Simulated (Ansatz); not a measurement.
Nb3Al:
```
CELL_PARAMETERS angstrom
      5.14325     0.00000     0.00000
      0.00000     5.14325     0.00000
      0.00000     0.00000     5.14325
ATOMIC_POSITIONS crystal
  Al 0.00000 0.00000 0.00000
  Al 0.50000 0.50000 0.50000
  Nb 0.25000 0.00000 0.50000
  Nb 0.75000 0.00000 0.50000
  Nb 0.50000 0.75000 0.00000
  Nb 0.50000 0.25000 0.00000
  Nb 0.00000 0.50000 0.75000
  Nb 0.00000 0.50000 0.25000
```

Relaxed with PBEsol. Special points in fractions of this cell's reciprocal vectors: Γ (0.000, 0.000, 0.000); X (0.000, 0.500, 0.000); M (0.500, 0.500, 0.000); R (0.500, 0.500, 0.500).

Problem. List the band energies nearest the Fermi level at these points for PBEsol (plane waves, PAW; program Ansatz).

Solution. In eV from the Fermi level; about four levels below and three above (degenerate sets whole), none deeper than 8.9 eV; points with the same levels are listed once.

```csv
k,below,above
Γ,-0.60 -0.60 -0.60 -0.01 -0.01,2.83 2.83 2.83
X,-0.76 -0.76 -0.21 -0.21,1.82 1.82 2.49 2.49
M,-1.75 -1.75 -1.63 -0.72,0.09 0.09 0.34 0.34
R,-0.13 -0.13 -0.13 -0.13,0.40 0.40 0.40 0.40 0.40 0.40
```

Space group Pm-3n (A15 (Cr3Si type)). The first step of the workflow began from a Materials Project structure, measured or hypothetical; the Crystallography Open Database copy checked does not list it. Its standing as an ambient phase is unchecked. Symmetry was held in the PBEsol relaxation; of distortions, only those at the zone centre were tested. The run is not spin-polarised. Spin–orbit coupling is left out wherever it is not named.

Potentials: the later of the program's two PAW sets.
